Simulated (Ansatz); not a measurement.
Ti₂SiB₂ in space group P-6m2 (No. 187; Ti on 2h, Si on 1a, B on 1b, B on 1f) under volume change, PBEsol (plane waves, PAW; program Ansatz), shape and atoms relaxed at each volume.

```
V (Å³/atom)  E − E(relaxed) (meV/atom)  P (GPa)
-----------  -------------------------  -------
10.101                             [?]      [?]
10.434                            26.7    13.52
10.767                             6.3     6.25
11.100                             0.0     0.00
11.433                             5.7    -5.36
11.766                             [?]      [?]
12.099                            46.6   -13.86
```

Q: Some entries are withheld; supply them.

A: 
- 11.766, E − E(relaxed) (meV/atom): 21.7
- 11.766, P (GPa): -9.94
- 10.101, E − E(relaxed) (meV/atom): 63.4
- 10.101, P (GPa): 22.01

Q: What does a third-order Birch–Murnaghan fit give for V₀, B₀ and B′?

A: V₀ = 11.10 Å³/atom, B₀ = 192 GPa, B′ = 4.1.

The start of the workflow was typed in or built on a structure type; neither database checked (COD, Materials Project) lists it. Whether it is the stable phase at ambient conditions was not checked. Symmetry was held in the PBEsol relaxation; its stability against distortions is not shown here. No spin polarisation was allowed.

Potentials: the earlier of the program's two PAW sets. The files were generated under PBE; for other functionals the program regenerates the frozen cores, and for LDA and PBEsol the local potential too.
